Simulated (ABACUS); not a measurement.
Set-up for a self-consistent single point of Al (Fm-3m, 1 atom in the cell; from Materials Project mp-134, changed as shown).

```xyz
1
Lattice="0.0000 2.0591 2.0591 2.0591 0.0000 2.0591 2.0591 2.0591 0.0000" Properties=species:S:1:pos:R:3 pbc="T T T"
Al     0.0000     0.0000     0.0000
```

All values come from this method and carry its errors: PBE, PseudoDojo 0.5 standard norm-conserving PBE (tails mended) pseudopotentials (plane waves; ABACUS).

ABACUS settings:

* **KPT**: Gamma 10 10 10 0 0 0
* **basis_type**: pw
* **ecutwfc**: 40 Ry
* **smearing_method**: gaussian
* **smearing_sigma**: 0.00999582 Ry
* **potentials**: PseudoDojo 0.5 standard norm-conserving PBE (tails mended)
* **symmetry**: 1
* **symmetry_prec**: 1e-05
* **ks_solver**: dav_subspace
* **scf_nmax**: 100
* **scf_thr**: 1.0e-09 Ry
* **mixing_type**: broyden
* **mixing_beta**: 0.7

Results:

- Number of valence electrons = 3
- Number of bands = 12
- Number of k-points after the program's reduction = 47
- Number of plane waves (most at a k-point) = 531
- Number of SCF iterations = 5
- FFT grid = 24 × 24 × 24
- Free energy E − TS = -63.0361 eV
- Fermi level (on the code's own zero) = 7.49 eV
- Pressure = -3.81 GPa

Stress (GPa, positive for compression):
```
-3.81   0.00   0.00
 0.00  -3.81   0.00
 0.00   0.00  -3.81
```

For comparison: a first run was changed to give this one (volume scaled by 1.06), and from it to this one the free energy rises by 13.0 meV/atom and the pressure goes from -0.20 to -3.81 GPa.

The structure comes from a collection of computed structures, made at another level of theory; the collection holds predicted forms beside known ones. No clean gap shows at this smearing width and mesh (spacing up to 0.26 Å⁻¹); the mesh is coarse for partly filled bands, so the values carry mesh errors.

“Tails mended”: in these copies of the files the far tail of each local potential was reset to the Coulomb form.
